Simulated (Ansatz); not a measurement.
Theory: Ansatz, DFT, PBEsol, plane waves (420 eV) with PAW, scalar-relativistic. The PAW files were generated under PBE, with cores re-solved for the functional.

An element in the bcc structure gives this curve. The cell is scaled uniformly from the relaxed one, with fractional coordinates and shape fixed. Energies are extrapolated to zero smearing, pressures are those at the given smearing. Magnetic state: spin not included.

```tsv
V (Å³/atom)	E − E₀ (meV/atom)	P (GPa)
27.694	63.5	6.20
28.953	25.8	3.79
30.212	5.5	1.75
31.471	0.1	0.01
32.729	7.2	-1.48
33.988	25.0	-2.75
35.247	52.1	-3.83
```

Task: Which element is it?
A. lutetium
B. yttrium
C. tellurium
D. lead

Result: B. Its fit is V₀ = 31.35 Å³/atom, B₀ = 40 GPa, B₀′ = 3.0.
